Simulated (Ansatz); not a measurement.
## Cd2RuO4, a known structure type with other elements, at an estimated volume

```yaml
crystal:
  lattice:
    - [0.00000, 0.00000, 5.63462]
    - [4.11130, -4.11130, 2.81731]
    - [4.11130, 4.11130, -2.81731]
  atoms:
    - { symbol: Cd, position: [0.32220, 0.85560, 0.50000] }
    - { symbol: Cd, position: [0.17780, 0.50000, 0.85560] }
    - { symbol: Cd, position: [0.67780, 0.14440, 0.50000] }
    - { symbol: Cd, position: [0.82220, 0.50000, 0.14440] }
    - { symbol: Ru, position: [0.16990, 0.00000, 0.00000] }
    - { symbol: Ru, position: [0.66990, 0.00000, 0.00000] }
    - { symbol: O, position: [0.24800, 0.11200, 0.30800] }
    - { symbol: O, position: [0.36000, 0.69200, 0.11200] }
    - { symbol: O, position: [0.05200, 0.88800, 0.69200] }
    - { symbol: O, position: [0.94000, 0.30800, 0.88800] }
    - { symbol: O, position: [0.74800, 0.69200, 0.88800] }
    - { symbol: O, position: [0.86000, 0.88800, 0.30800] }
    - { symbol: O, position: [0.55200, 0.30800, 0.11200] }
    - { symbol: O, position: [0.44000, 0.11200, 0.69200] }
```

The numbers come from plane-wave PAW DFT (Ansatz): r2SCAN, no spin polarisation, 500 eV, 7×7×7 Γ-centred k points, fermi-dirac occupations (width 0.0325 eV). Nothing was relaxed.

Problem. Is the cell too large or too small?

Solution. The pressure is 12.1 GPa (compression positive), so with the atoms held at these fractions the cell would first expand; the forces are large, so a full relaxation may end otherwise. The principal stresses 1.6, 17.3, 17.3 GPa differ, so its shape would change too.

Problem. Is there a gap?

Solution. It is a metal, with about 10 states/eV a cell as the mean within 0.25 eV of the Fermi level, mostly Ru d (54 %) and O p (37 %).

Problem. Describe some of the short contacts.

Solution. Ru–O at 1.91 Å: least valence density 1.04 e/Å³ and ELF 0.26 there. Cd–O at 2.05 Å: least valence density 0.66 e/Å³ and ELF 0.14 there. O–O at 2.23 Å: least valence density 0.28 e/Å³ and ELF 0.06 there. Both are smooth PAW fields, read partly inside the augmentation spheres.

Problem. Which atom feels the largest force, and which way?

Solution. The largest is on O8 (and as large on other atoms): 3.72 eV/Å, components (3.44, -0.98, 1.02). It makes 50° with the line to a nearest neighbour, Ru5 at 1.91 Å.

Origin: a known structure type with other elements, at an estimated volume, so it need not be a known compound. Caveats: many states at the Fermi level without spin polarisation, so a magnetic state may lie lower; correlation that this level lacks may open a gap in such a compound; atoms or cell far from equilibrium.

Run time, from a saved density: 8.1 min on 1 thread of Arm Neoverse V1, with other jobs on the host, peak memory 1.5 GiB. The time holds forces, stress, Bader, DOS, bands, ELF.
